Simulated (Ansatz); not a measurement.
Input file for Ansatz (a quantum-chemistry and plane-wave program):

Ansatz 0.2 input:
```yaml
crystal:
  lattice:
    - [0.0, 2.4153880374, 2.4153880374]
    - [2.4153880374, 0.0, 2.4153880374]
    - [2.4153880374, 2.4153880374, 0.0]
  atoms:
    - { symbol: Ca, position: [0.0, 0.0, 0.0] }
    - { symbol: O, position: [0.5, 0.5, 0.5] }
kpoints:
  mp_grid: { grid: [10, 10, 10] }
basis: { xc_grid: 2 }
hamiltonian:
  xc: pbe
  pseudopotentials: { kind: paw }
scf:
  occupations: { method: fixed }
checkpoint: { read: static.run }
output: { bader: true, populations: true }
```

Output (shortened):

```
Pseudopotential: Ca, paw, valence charge 10
Pseudopotential: O, paw, valence charge 6
Functional definition: PBE
Crystal: 2 atoms, lattice volume = 28.183 Å³
Basis set: ecut = 420 eV, 537 PW (Γ), exchange–correlation on 48×48×48 points (8 copies of the dense FFT grid, shifted against one another)
Bands: 12, of which v1, the nominal top of the filled ones, is band 8 counted from 1 (7 counted from 0)
Symmetry: 48 space group operations
Space group: Fm-3m (ITA 225), of the structure as read, at distance tolerance 3.0e-5 Å
k-points: 47 of 1000
Stability of the state it starts from, as read at its close in the unpolarized treatment …
iter 1 solved again at ethr=4.14e-6 eV; its pass at ethr=3.10e-3 eV (dr2=6.62e-4 eV) is discarded
SCF iter   1: F=—  HF=-2387.722841 eV  |F-HF|=—  |Δ(HF+E_count)|=         —  Δρ=1.08e-6  dr2=1.42e-10  ethr=4.14e-6  ⟨swp⟩=2.5  Hψ=4547  notcnv=0  defer=78
preconditioner: auto → none
SCF iter   2: F=—  HF=-2387.722842 eV  |F-HF|=—  |Δ(HF+E_count)|=   7.27e-7  Δρ=8.87e-7  dr2=1.32e-10  ethr=1.00e-12  ⟨swp⟩=6.1  Hψ=3104  notcnv=0
SCF iter   3: F=-2387.722842 eV  HF=-2387.722842 eV  |F-HF|=1.09e-11  |Δ(HF+E_count)|=  3.00e-11  Δρ=4.02e-7  dr2=2.11e-11  ethr=1.00e-12  ⟨swp⟩=1.0  Hψ=1461  notcnv=0
SCF 1 converged in 3 iterations: F = -2387.722842 eV  dr2 = 2.11e-11
SCF converged after 3 iterations
Free energy (F): -2387.722842 eV
Harris-Foulkes:  -2387.722842 eV  (|F-HF|=1.09e-11)
Internal energy: -2387.722842 eV  (E = F + TS)
E sigma→0 (E₀):  -2387.722842 eV
Fermi energy:    7.528264 eV
--- Per-component energies (eV) ---
  E_band       = -103.955781
  E_kinetic    = 455.687677
  E_local      = -899.504800  (includes V_loc(G=0)·N_el)
  E_nonlocal   = 111.440635
  E_hartree    = 298.298287
  E_xc         = -213.170368
  E_vxc        = -268.184403  (∫ρ·V_xc dr)
  E_paw        = -1016.248925  (= ΣΔE_a)
  E_vpaw       = -99.993984  (= ΣTr[D̂ρ^β])
  E_aug_tail   = 0.002388  (compensation charges beyond the density's cutoff)
  E_ewald      = -1124.227735
  E_smearing   =  0.000000  (= −TS)
  E_closure    = 0.000000  (closes the sum)
  Σ components = -2387.722842   (vs F -2387.722842, Δ=0.00e0)
  [band-id]    e_kinetic+e_local+e_nonlocal+2·e_hartree+e_vxc+e_vpaw+e_augmentation_tail = -103.955913   (vs E_band -103.955781, Δ=-1.32e-4)
--- Band table (eV; the first three rows and the last of 47) ---
  k-point 0: bands = ["-30.1739", "-10.9496", "-10.9496", "-10.9496", "-7.9594", "7.5283", "7.5283", "7.5283", "12.1360", "13.7276", "13.7276", "13.7276"]
  k-point 1: bands = ["-30.1649", "-11.0786", "-10.9545", "-10.9545", "-7.8237", "7.1725", "7.3944", "7.3944", "12.5912", "13.6929", "13.8944", "13.8944"]
  k-point 2: bands = ["-30.1411", "-11.3753", "-10.9674", "-10.9674", "-7.5085", "6.4146", "7.0721", "7.0721", "13.5558", "13.7854", "14.3550", "14.3550"]
  k-point 46: bands = ["-30.0490", "-11.3977", "-11.3296", "-11.2886", "-7.4003", "6.3515", "6.3690", "6.6140", "13.0236", "14.6038", "15.7956", "16.9661"]
--- Löwdin populations: 2 sites ---
  site symbol       q [e]
     0     Ca      8.3560
     1      O      7.3304
  spilling = 0.019602 (of n_electrons = 16.000000)
--- Bader charges: 2 sites ---
  site symbol  charge [e]  shift [e]
     0     Ca      1.4825     0.0005
     1      O     -1.4825     0.0005
  shift: an alarm, by how much a part of what the PAW files miss would move the charge. Where it is large, compare
  with a run on PAW files of another source; a small one proves nothing
  estimated error of the sums over rays = 3.0e-4 e
```

Cost: very roughly 9 core-seconds on shared cores.

The PBE relaxation kept the symmetry of its start; phonons on a q-mesh show no instability.

Potentials: the later of the program's two PAW sets.

Ansatz is a plane-wave DFT program.
